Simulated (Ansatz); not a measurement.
Starting cell, PbSe (rock salt):

```
PbSe
1.0
    0.00000     3.10888     3.10888
    3.10888     0.00000     3.10888
    3.10888     3.10888     0.00000
Se Pb
1 1
Direct
  0.00000   0.00000   0.00000
  0.50000   0.50000   0.50000
```

In each cell atom 2 (Pb, nearest neighbour Se at 3.109 Å; its periodic images, 4.4 Å or more away, move with it) moves by s·(-1.000, 0.000, 0.000) (towards the nearest neighbour), the rest being held.

The numbers are results of PBE (plane waves to 420 eV, PAW, scalar-relativistic; Ansatz, a quantum-chemistry and plane-wave program), not measurements. k mesh 8×8×8 (Γ-centred), Fermi-Dirac smearing 0.05 eV. The energy includes the smearing's −TS. PbSe was relaxed with its symmetry unable to fall. Spin-orbit coupling is left out, though Pb is heavy. The zero of ΔE is the undisplaced structure.

```json
[
 {"s (Å)": "-0.310", "ΔE (meV/cell)": "35.9"},
 {"s (Å)": "-0.248", "ΔE (meV/cell)": "16.7"},
 {"s (Å)": "-0.186", "ΔE (meV/cell)": "withheld"},
 {"s (Å)": "-0.124", "ΔE (meV/cell)": "1.9"},
 {"s (Å)": "-0.062", "ΔE (meV/cell)": "0.3"},
 {"s (Å)": "0.000", "ΔE (meV/cell)": "0.0"},
 {"s (Å)": "0.062", "ΔE (meV/cell)": "0.3"},
 {"s (Å)": "0.124", "ΔE (meV/cell)": "1.9"},
 {"s (Å)": "0.186", "ΔE (meV/cell)": "withheld"},
 {"s (Å)": "0.248", "ΔE (meV/cell)": "16.7"},
 {"s (Å)": "0.310", "ΔE (meV/cell)": "35.9"}
]
```

**Question.** Fit an even polynomial form (powers 2, 4) to the given rows and predict ΔE at s = -0.186.

**Answer.** Least squares on the 9 given rows: ΔE = (85.65)·s² + (2999)·s⁴, in meV/cell with s in Å; root-mean-square residual 0.08 meV/cell. At -0.186 the fit gives 6.6 meV/cell; the calculation gives 6.5 meV/cell, so the interpolation is off by 0.1 (+1.5 %). The quadratic term alone would give 3.0 meV/cell.

(A displaced cell: forces are minus the slopes of the energy, force constants its curvatures, and phonons follow from these.)
